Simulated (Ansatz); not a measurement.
The start is a randomly generated symmetric cell of ZnInGaO4 (space group No. 6). A full variable-cell relaxation at zero pressure is run with r2SCAN (plane waves to 500 eV, PAW, scalar-relativistic; Ansatz, a program for electronic structure). The first steps use a coarse 6×6×4 k-mesh.

Input geometry:
```
ZnInGaO4
1.0
    3.85380     0.00000     0.00000
    0.00000     3.81333     0.00000
   -1.57220     0.00000     6.46742
Ga In O Zn
1 1 4 1
Direct
  0.30498   0.50000   0.69668
  0.52437   0.00000   0.55004
  0.71908   0.00000   0.95346
  0.76487   0.36094   0.67706
  0.76487   0.63906   0.67706
  0.52758   0.00000   0.12602
  0.90607   0.50000   0.37248
```

```json
{
  "initial_pressure": "+64.4 GPa (positive: the cell is compressed)",
  "largest_initial_force": "27.71 eV/Å, on O4, O5 (atoms numbered as listed)",
  "outcome": "The space group stays Pm (No. 6) (the run could not lower it), with 7 atoms in the primitive cell",
  "volume_change": "+20.6 %, from 13.58 to 16.37 Å³/atom",
  "Shortest distances (start → end)": "The closest pairs of elements (up to four, under 3.6 Å), start → end: O–O 1.06 → 1.45 Å; In–O 1.76 → 2.10 Å; Ga–O 1.88 → 1.91 Å; O–Zn 2.28 → 1.94 Å",
  "band_gap_at_the_end": "0.16 eV, indirect (valence top at Z, conduction bottom at B) (no spin-orbit coupling)",
  "optimiser_moves": "51"
}
```

Relaxed structure:

```cif
data_GaInO4Zn
_chemical_formula_sum 'Ga1 In1 O4 Zn1'
_space_group_name_H-M_alt 'Pm'
_space_group_IT_number 6
_space_group_name_Hall 'P -2y'
_cell_length_a 5.06250
_cell_length_b 3.40879
_cell_length_c 6.67476
_cell_angle_alpha 90.000
_cell_angle_beta 95.874
_cell_angle_gamma 90.000
loop_
_atom_site_label
_atom_site_type_symbol
_atom_site_symmetry_multiplicity
_atom_site_Wyckoff_symbol
_atom_site_fract_x
_atom_site_fract_y
_atom_site_fract_z
_atom_site_occupancy
Ga1 Ga 1 b 0.53656 0.50000 0.12921 1
In1 In 1 a 0.51428 0.00000 0.64550 1
O1 O 1 a 0.61870 0.00000 0.02377 1
O2 O 2 c 0.37348 0.28797 0.35320 1
O3 O 1 a 0.12802 0.00000 0.73500 1
Zn1 Zn 1 b 0.94365 0.50000 0.70730 1
```

Final values are on a 7×10×5 k-mesh of the relaxed cell. The relaxed cell holds bonded O–O pairs (1.45 Å). No spin polarisation in the result.

The run could not lose the symmetry of its start: the end is stationary, and may be a saddle point rather than a minimum.

The relaxed structure here is a generated cell of ZnInGaO4: the first start was made by a random draw of sites in a space group, and the end was not matched to a known phase here, so it may be hypothetical. Known forms of ZnInGaO4 include space group No. 160.
